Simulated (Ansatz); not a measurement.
**Relaxing a structure of Mn**

The relaxed structure here is a generated cell of Mn: the first start was made by placing the elements on the sites of a structure type, and the end was not matched to a known phase here, so it may be hypothetical.

The start is a generated cell, Mn built in the diamond structure type. Cell shape, volume and atoms are optimised at zero target pressure with PBE (plane waves to 420 eV, PAW, scalar-relativistic; Ansatz, a program for electronic structure). The first steps use a coarse 11×11×11 k-mesh.

Initial structure:
```yaml
crystal:
  lattice:
    - [0.00000, 2.59808, 2.59808]
    - [2.59808, 0.00000, 2.59808]
    - [2.59808, 2.59808, 0.00000]
  atoms:
    - { symbol: Mn, position: [0.25000, 0.25000, 0.25000] }
    - { symbol: Mn, position: [0.00000, 0.00000, 0.00000] }
```
Spin-polarised start, with parallel moments on Mn.

**Question.** By how much does the energy per atom fall from start to end?

**Answer.** 0.13 eV/atom.

**Question.** How does the volume per atom move from start to end?

**Answer.** -13.5 %, from 17.54 to 15.18 Å³/atom.

**Question.** How do the shortest distances between atoms change?

**Answer.** The closest pairs of elements (up to four, under 3.6 Å), start → end: Mn–Mn 2.25 → 2.14 Å.

**Question.** What band gap does the relaxed structure have at this level?

**Answer.** Zero (metallic).

**Question.** What magnetic moments remain?

**Answer.** Zero (the starting moments vanished).

**Question.** Give the final cell and atomic positions.

**Answer.** 
```cif
data_Mn8
_chemical_formula_sum 'Mn8'
_space_group_name_H-M_alt 'Fd-3m :1'
_space_group_IT_number 227
_space_group_name_Hall 'F 4d 2 3 -1d'
_cell_length_a 4.95175
_cell_length_b 4.95175
_cell_length_c 4.95175
_cell_angle_alpha 90.000
_cell_angle_beta 90.000
_cell_angle_gamma 90.000
loop_
_atom_site_label
_atom_site_type_symbol
_atom_site_symmetry_multiplicity
_atom_site_Wyckoff_symbol
_atom_site_fract_x
_atom_site_fract_y
_atom_site_fract_z
_atom_site_occupancy
Mn1 Mn 8 b 0.50000 0.50000 0.50000 1
```
(The calculation used a cell of 2 atoms; values per cell refer to that cell.)

The space group stays Fd-3m (No. 227) (the run could not lower it); the end is diamond type, with 2 atoms in the primitive cell. Final values are on a 16×16×16 k-mesh of the relaxed cell. No spin polarisation in the result: the starting moments vanished. A magnetic state may lie lower.

The run could not lose the symmetry of its start: the end is stationary, and may be a saddle point rather than a minimum.

All atoms sit on sites fixed by symmetry, so only the cell could relax.
